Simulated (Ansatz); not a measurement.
Values for one crystal, relaxed and computed with PBEsol (plane waves, PAW; program Ansatz); other levels are named.

| Property | Value |
|---|---|
| Volume per atom | 17.48 Å³ |
| Electronic character | metallic (no gap) |
| Young's modulus | 80.6 GPa |
| Bulk modulus (Birch–Murnaghan fit) | 1810 kbar |
| Poisson's ratio | 0.43 |
| Elastic constants (relaxed ions, GPa) | C11 = 265, C12 = 142, C44 = 15.7 |
| Density of states at the Fermi level | 1.4 states/eV per atom (mean over ±0.08 eV) |

Problem. Which of these materials gives this?
A. Zr, hcp (Mg type)
B. Nb, bcc (W type)
C. Hf, hcp (Mg type)
D. W, bcc (W type)

Solution. B, Nb, bcc (W type)

Space group Im-3m (bcc (W type)). The cell was relaxed with PBEsol under the symmetry of its start. The run is not spin-polarised. As this level gives no gap, shear constants depend on the k-mesh and smearing (Fermi–Dirac, 0.1 eV here). On the denser mesh and wider smearing of the elastic run this cell carries a stress of 0.5 GPa. Scalar-relativistic: spin–orbit coupling is off unless named, which matters more the heavier the elements.

Potentials: the earlier of the program's two PAW sets.
